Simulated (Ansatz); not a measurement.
AlN:
```
CELL_PARAMETERS angstrom
      0.00000     2.18490     2.18490
      2.18490     0.00000     2.18490
      2.18490     2.18490     0.00000
ATOMIC_POSITIONS crystal
  Al 0.00000 0.00000 0.00000
  N  0.25000 0.25000 0.25000
```

Relaxed with r²SCAN. The program Ansatz at the r²SCAN level (PAW) gives a gap of 3.94 eV.

Problem. What gap does HSE06 give on the same cell (Ansatz, PAW)?

Solution. 4.55 eV, 0.61 eV more. The hybrid was solved on a coarser mesh and at special points; its gap is the smallest among all of these.

```
k  v1 r²SCAN  c1 r²SCAN  v1 HSE06  c1 HSE06
-  ---------  ---------  --------  --------
Γ       0.00       4.84       [?]       [?]
X      -1.81       3.94     -1.93      4.55
L      -0.49       8.18       [?]       [?]
W      -2.68       6.71       [?]       [?]
K      -1.40       5.83       [?]       [?]
```

Problem. Top valence (v1) and lowest conduction level (c1) in eV from each method's valence maximum (which need not be a listed point): supply the withheld HSE06 values.

Solution. 
- Γ, v1 HSE06: 0.00
- Γ, c1 HSE06: 5.55
- W, v1 HSE06: -2.85
- W, c1 HSE06: 7.42
- L, v1 HSE06: -0.52
- L, c1 HSE06: 8.88
- K, v1 HSE06: -1.49
- K, c1 HSE06: 6.50

Cost on shared cores: the r²SCAN run (SCF on a 11×11×11 mesh, then bands and DOS) very roughly 12 core-seconds, the HSE06 run (SCF on 8×8×8, then a few points) very roughly 60 core-seconds; the tasks are unlike.

Space group F-43m (zinc blende). The cell was relaxed with r²SCAN under the symmetry of its start.

Potentials: the later of the program's two PAW sets.
